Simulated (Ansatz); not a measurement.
P$_{2}$W:
```xyz
6
Lattice="4.2424 1.5957 0.0000 -4.2424 1.5957 0.0000 -3.6541 0.0000 6.5189" Properties=species:S:1:pos:R:3 pbc="T T T"
P     -3.1595     1.5957     0.1645
P     -0.4946     1.5957     6.3545
P     -3.0379     1.5957     3.9056
P     -0.6163     1.5957     2.6134
W      1.8294     1.5957     1.9125
W     -5.4835     1.5957     4.6064
```

Relaxed with r²SCAN.

Problem. Map the electron localisation function on the plane through (0.138, 0.862, 0.025) spanned by u = [1, -1, 1] and v = [-1, 1, 1] in lattice vectors, from r²SCAN (plane waves, PAW; program Ansatz).

Solution. x is the fraction of u, y of v (the angle between them is 98°; rows are the nearest grid lines); atoms in the plane: P at (0.00, 0.00), P at (0.50, 0.50), P at (0.34, 0.61), P at (0.84, 0.11), P at (0.42, 0.16), P at (0.92, 0.66), P at (0.42, 0.96), P at (0.92, 0.46), W at (0.49, 0.78), W at (0.99, 0.28).
```
|0016886433456776435787531100000124775100|
|7654321112468740000265210000111236899997|
|7532100001357764357864100011222223468887|
|2222110000013678887521112333223567765312|
|2333210000112221357776422332257620267422|
|2210000012333213674057621333223555532222|
|5310000012233213577676312333211112346765|
|7753100000123566543211222211112579998877|
|7875321234543358998721000000124663000037|
|6554334689840001688621111111346788765666|
|3333334678863258999855554332345665543333|
|7765322223333468997203898754334445555677|
|7764200000001257885202566432346887200037|
|8641000112222234688853210000135776435788|
|7531112232211223333332110000013578999997|
|3221123321367534775233321000001234433233|
|3576323422477667752122210000123321257633|
|7763123332111123467631000001223321357767|
|4321233221113579999953100000112222234554|
|4222111000136763000277521001124579999864|
|3100000012468873103787533356773000047763|
|6555543323456655433333333467886325899986|
|6567876433344332223344433345676668999986|
|0016886433456776435787531100000124775100|
```
Scale: ten equal steps from -0.001 (start of '0') to 0.922 (end of '9'), in the order '0123456789'; x runs from 0.000 to 1.00, y from 0.000 (bottom) to 1.00 (top).

The density is the valence pseudo-density with augmentation charge, so density and ELF within about 1 Å of a nucleus are not all-electron values.

Space group C2/m. The first step of the workflow began from a Materials Project structure, measured or hypothetical; the Crystallography Open Database files this formula in space group No. 12, but the cells were not matched. Whether it is the stable phase at ambient conditions was not checked. The cell was relaxed with r²SCAN under the symmetry of its start; whether a distortion lowers the energy is not shown. No spin polarisation was allowed. Spin–orbit coupling is left out wherever it is not named.

Potentials: the earlier of the program's two PAW sets.
